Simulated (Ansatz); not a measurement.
Given:

AgW:
```cif
data_AgW
_chemical_formula_sum 'Ag1 W1'
_space_group_name_H-M_alt 'P 1'
_space_group_IT_number 1
_cell_length_a 2.66015
_cell_length_b 2.66015
_cell_length_c 4.48203
_cell_angle_alpha 90.000
_cell_angle_beta 90.000
_cell_angle_gamma 90.000
loop_
_space_group_symop_operation_xyz
  'x, y, z'
loop_
_atom_site_label
_atom_site_type_symbol
_atom_site_fract_x
_atom_site_fract_y
_atom_site_fract_z
_atom_site_occupancy
Ag1 Ag 0.00000 0.00000 0.00000 1
W1 W 0.50000 0.50000 0.50000 1
```

This is the PBEsol-relaxed structure.

Problem. All from DFT-PBEsol in the program Ansatz with PAW potentials, unless another level is named. Estimate the formation energy from the elements (no fitted shifts).

Solution. 0.64 eV/atom.

Problem. Give the density of states at the Fermi level.

Solution. 0.70 states/eV per atom (mean over ±0.08 eV).

Space group P4/mmm (L1₀ or tetragonal B2). The start of the workflow was typed in or built on a structure type; neither database checked (COD, Materials Project) lists it. Whether it is the stable phase at ambient conditions was not checked. Symmetry was held in the PBEsol relaxation. At this level the phase is mechanically unstable. The run is not spin-polarised. Its formation energy is positive at this level, so the cell may be metastable or incomplete. The references are the lowest solids computed at this level, not always the standard phases. Scalar-relativistic: spin–orbit coupling is off unless named, which matters more the heavier the elements.

Potentials: the earlier of the program's two PAW sets. The files were generated under PBE; for other functionals the program regenerates the frozen cores, and for LDA and PBEsol the local potential too.
